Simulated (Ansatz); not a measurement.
Si (diamond)

```xyz
2
Lattice="0.0000 2.7220 2.7220 2.7220 0.0000 2.7220 2.7220 2.7220 0.0000" Properties=species:S:1:pos:R:3 pbc="T T T"
Si     2.7220     2.7220     2.7220
Si     4.0830     4.0830     4.0830
```

E(V) scan at fixed shape, V₀ the volume above. Symmetry pins the atoms to their sites.

These are r2SCAN (plane waves to 500 eV, PAW, scalar-relativistic; Ansatz, a program for electronic structure) values and carry that method's errors. k mesh 10×10×10 (Γ-centred), Fermi-Dirac smearing 0.05 eV. Stress and pressure are positive under compression. Si was relaxed with its symmetry unable to fall. The PAW data are Ansatz's earlier set.

At one point of the scan the stress tensor (GPa) is:

```
    9.6      0.0      0.0
    0.0      9.6      0.0
    0.0      0.0      9.6
```

Problem. Which point is it?
(A) V/V₀ = 0.880
(B) V/V₀ = 0.960
(C) V/V₀ = 0.920
(D) V/V₀ = 0.840

Solution. C, V/V₀ = 0.920

(Under strain, the slope of the energy per volume gives the stress and its curvature an elastic modulus.)
